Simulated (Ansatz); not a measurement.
ZrSc: enthalpy against pressure

ZrSc, P-6m2, a = 3.224 Å, c = 5.075 Å. The structure is a Materials Project entry; whether it is the stable form wasn't checked. Ansatz: PBEsol, PAW, 420 eV, Γ-centred 15×15×8 mesh on 2 atoms, Gaussian smearing 0.10 eV; no spin polarisation. Cell and atoms are relaxed at each pressure, and no other structure is tried, so the rows at high pressure may lie past a change of phase. y is the enthalpy over the state at zero pressure; there V0 = 22.843 Å³/atom. The pressures are the targets, met within 0.01 GPa.

| P (GPa) | y (eV/atom) |
| --- | --- |
| -1.0 | -0.1435 |
| 0.0 | 0.0000 |
| 1.0 | 0.1416 |
| 4.0 | 0.5565 |
| 12.0 | ? |
| 25.0 | 3.1476 |
| 50.0 | 5.7679 |
| 90.0 | 9.3680 |

Fit y = c1 P + c2 P² + c3 P³ to the other rows, say what c1 and c2 mean, and predict the missing value.

Least squares on the rows shown. y = 0.13960 P − 0.00059903 P² + 2.2716×10⁻⁶ P³. Since dH/dP = V, c1 is V0: 0.13960 eV/GPa × 160.2 = 22.364 Å³ against 22.843; c2 = −V0/(2B0) gives B0 = 117 GPa, where a Birch–Murnaghan fit to the volumes of the same runs (not shown) gives 78 GPa: a cubic over this range folds the higher terms into c2. Above P = −c2/(3 c3) = 88 GPa the cubic's slope, the volume, would rise with pressure, so the form fails there. At P = 12.0 the fit asked for gives 1.5929 eV/atom. The run gave 1.6005 eV/atom, so the fit is 0.0076 eV/atom too low, within twice the rms miss on the fitted rows (0.0039 eV/atom).

The mesh isn't the same in all rows (15×15×8, 18×18×10).